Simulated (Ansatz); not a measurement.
Given:

Sn (beta-Sn type, space group I4_1/amd)

```xyz
2
Lattice="-2.9735 2.9735 1.6061 2.9735 -2.9735 1.6061 2.9735 2.9735 -1.6061" Properties=species:S:1:pos:R:3 pbc="T T T"
Sn     0.0000     2.9735     0.8030
Sn     0.0000     0.0000     0.0000
```

In each cell atom 2 (Sn, nearest neighbour Sn at 3.080 Å; its periodic images, 3.2 Å or more away, move with it) moves by s·(-0.965, 0.000, -0.261) (towards the nearest neighbour), the rest being held.

All values below come from PBE (plane waves to 420 eV, PAW, scalar-relativistic; Ansatz, a program for electronic structure). k mesh 13×13×13 (Γ-centred), Fermi-Dirac smearing 0.05 eV. Energies are smeared free energies. With partly filled bands, energies and forces of such displacements shift with the k mesh and the smearing. Sn was relaxed with its symmetry unable to fall. The PAW data are Ansatz's earlier set. The zero of ΔE is the undisplaced structure.

The scan covers s from -0.620 to 0.620 Å in 11 points.

**Question.** Is the energy the same for displacements of ±0.620 Å, and if not, which side lies higher?

**Answer.** Not even: the positive side lies higher at ±0.620 Å. With its periodic images moving along, the atom's site symmetry in this cell is -4m2.

**Question.** What is the energy change at s = 0.620 Å?

**Answer.** 1057 meV/cell.

**Question.** What force acts on the atom along the line at s = -0.620 Å?

**Answer.** 2.63 eV/Å.

**Question.** What is the force constant k = d²E/ds² of this move at s = 0?

**Answer.** 3.01 eV/Å².

(For displaced atoms, the force is minus the slope of the energy, and its curvature is a force constant, which sets phonon frequencies.)
